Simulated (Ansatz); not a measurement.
BaO (NiAs type, P6_3/mmc) at seven volumes, LDA (plane waves, PAW; program Ansatz), shape and atoms relaxed at each. One row is withheld.

```csv
V (Å³/atom),P (GPa)
17.487,?
18.063,5.96
18.640,2.74
19.216,0.00
19.793,-2.33
20.369,-4.30
20.946,-5.98
```

Question: Fit the shown pressures and predict the withheld one.

Answer: Third-order Birch–Murnaghan: P = (3/2)B₀(x^(7/2) − x^(5/2))[1 + (3/4)(B′ − 4)(x − 1)] with x = (V₀/V)^(2/3). Least squares on the six rows gives V₀ = 19.216 Å³/atom, B₀ = 83.97 GPa, B′ = 4.44. At V = 17.487, x = 1.0649 and P = 9.77 GPa. The run itself gave 9.77 GPa.

The first step of the workflow began from a Materials Project structure, measured or hypothetical; the Crystallography Open Database copy checked does not list it. It is not the phase usual at ambient conditions (space group No. 225). The cell was relaxed with LDA under the symmetry of its start; its stability against distortions is not shown here. Spin–orbit coupling is left out wherever it is not named.

Potentials: the later of the program's two PAW sets.
